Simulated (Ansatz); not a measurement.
A geometry of Os away from equilibrium: step 2 of the relaxation of a relaxed Os cell, doubled along one cell vector, shaken by Gaussian noise of σ = 0.08 Å a coordinate. Method: r2SCAN (plane waves to 500 eV, PAW, scalar-relativistic; Ansatz, an electronic-structure program). Γ-centred k-mesh 7×14×4 on the run's cell (coarser than for final values), Fermi–Dirac smearing 0.05 eV.

```
Os
1.0
    5.43077    -0.00632    -0.01468
   -1.36043     2.37720    -0.00070
   -0.02358    -0.01621     8.76348
Os
8
Direct
  0.00582   0.00191   0.99820
  0.48770   0.97120   0.00253
  0.00499   0.01631   0.50389
  0.50165   0.99361   0.50246
  0.16372   0.66094   0.25747
  0.67498   0.66372   0.25139
  0.33851   0.33051   0.75078
  0.82810   0.32200   0.75061
```

Question: Give the Cartesian forces on all atoms (eV/Å).

Answer: 
| atom | Fx | Fy | Fz |
|---|---|---|---|
| Os1 | -0.09 | -0.14 | 0.29 |
| Os2 | 0.23 | 0.36 | 0.27 |
| Os3 | 0.12 | -0.31 | 0.13 |
| Os4 | -0.09 | -0.02 | -0.42 |
| Os5 | 0.31 | 0.09 | -0.89 |
| Os6 | -0.58 | -0.22 | -0.11 |
| Os7 | -0.30 | -0.11 | 0.17 |
| Os8 | 0.40 | 0.34 | 0.57 |

Question: What is the pressure?

Answer: -1.3 GPa, compression positive.

No spin polarisation in the result.

The end of the path is a generated cell of Os: the first start was made by placing the elements on the sites of a structure type, and the end was not matched to a known phase here, so it may be hypothetical. A known form of Os has the same space group but another cell.
